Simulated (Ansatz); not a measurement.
SnPt, first-principles data

SnPt:
```yaml
crystal:
  lattice:
    - [5.69228, 0.00000, 0.00000]
    - [-2.84614, 4.92966, 0.00000]
    - [0.00000, 0.00000, 4.47199]
  atoms:
    - { symbol: Pt, position: [0.50000, 0.00000, 0.00000] }
    - { symbol: Pt, position: [0.50000, 0.50000, 0.00000] }
    - { symbol: Pt, position: [0.00000, 0.50000, 0.00000] }
    - { symbol: Sn, position: [0.00000, 0.00000, 0.00000] }
    - { symbol: Sn, position: [0.33333, 0.66667, 0.50000] }
    - { symbol: Sn, position: [0.66667, 0.33333, 0.50000] }
```

Space group P6/mmm (No. 191); conventional cell a = 5.692 Å, b = 5.692 Å, c = 4.472 Å, α = 90.00°, β = 90.00°, γ = 120.00°.

Method: plane-wave PAW r²SCAN (Ansatz code). Geometry: relaxed at this level of theory. Other levels are named where they apply.

Cell and energy:

| Quantity | Value |
|---|---|
| Volume per atom | 20.91 Å³ |
| Density | 12.46 g/cm³ |
| Formation energy from the elements (no fitted shifts) | -28 kJ/mol-atom |

Electronic structure:

| Property | Value |
|---|---|
| Electronic character | metallic (no gap) |
| Density of states at the Fermi level | 0.68 states/eV per atom (mean over ±0.08 eV) |
| Gap with spin–orbit coupling | none (metallic) |

Mechanics:

| Item | Value |
|---|---|
| Bulk modulus (Birch–Murnaghan fit) | 129 GPa |
| Pressure derivative B′ | 5.7 |

Charges:

| Quantity | Value |
|---|---|
| Bader charges | Pt -0.77, Sn +0.72 to +0.79 e |

A made-up cell: these elements were put on the sites of a structure type; neither database checked (COD, Materials Project) lists it. COD files the formula under space group No. 194, so this cell is another polymorph or a model. Whether it is the stable phase at ambient conditions was not checked. Symmetry was held in the r²SCAN relaxation; whether a distortion lowers the energy is not shown. The run is not spin-polarised. Axis ratios of metals converge slowly with the k-mesh, so a and c are less sure than the volume. The references are the lowest solids computed at this level, not always the standard phases. Scalar-relativistic: spin–orbit coupling is off unless named, which matters more the heavier the elements.

Potentials: the earlier of the program's two PAW sets.
